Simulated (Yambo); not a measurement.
## Excitons in YOF

```
YOF
1.0
    3.83227     0.00000     0.00000
    0.00000     3.83227     0.00000
    0.00000     0.00000     5.44666
O F Y
2 2 2
Direct
  0.00000   0.00000   0.50000
  0.50000   0.50000   0.50000
  0.50000   0.50000   0.00000
  0.00000   0.00000   0.00000
  0.50000   0.00000   0.71148
  0.00000   0.50000   0.28852
```

The geometry is that of Materials Project entry mp-10219, symmetrised and not relaxed again.

BSE in Yambo on LDA (Quantum ESPRESSO, PseudoDojo norm-conserving, 84 Ry, scalar-relativistic) bands: 8×8×6 mesh, 6 valence and 6 conduction bands, static screening with 53 bands and a 3 Ry block, scissor 1.95 eV, Tamm-Dancoff; field along x.

```tsv
state	energy (eV)	states within 2 meV	relative strength	class	main transitions
1	6.11	1	< 0.01	dark	several band pairs
2	6.13	1	< 0.01	dark	several band pairs
3	6.14	2	< 0.01	dark	VB → CB (65 %)
4	6.21	1	< 0.01	dark	several band pairs
5	6.33	2	1.00	strong	several band pairs
6	6.54	2	0.67	strong	several band pairs
7	6.55	1	< 0.01	dark	several band pairs
8	6.62	2	< 0.01	dark	several band pairs
9	6.66	2	0.33	strong	several band pairs
10	6.70	1	< 0.01	dark	VB → CB (76 %)
```

These are vertical excitations (zero momentum); the indirect quasiparticle gap, about 6.76 eV, is smaller than the direct one (7.03 eV on the GW mesh). The direct quasiparticle gap on this mesh is 7.03 eV; counted from there, state 1 is bound by 0.91 eV. On a 6×6×4 mesh the same difference is 0.90 eV.

Spin singlets only. Strengths are relative to the strongest of the lowest states of this run; strong means a line over 3 % of the spectrum's maximum, dark under 0.03 %. Absolute energies carry the error of the G0W0 scissor, whose convergence isn't established; the long-wavelength screening was taken along (1,1,1) although the crystal is anisotropic.

The structure is a Materials Project entry; no match was found in the copy of COD used, and its stability was not checked.
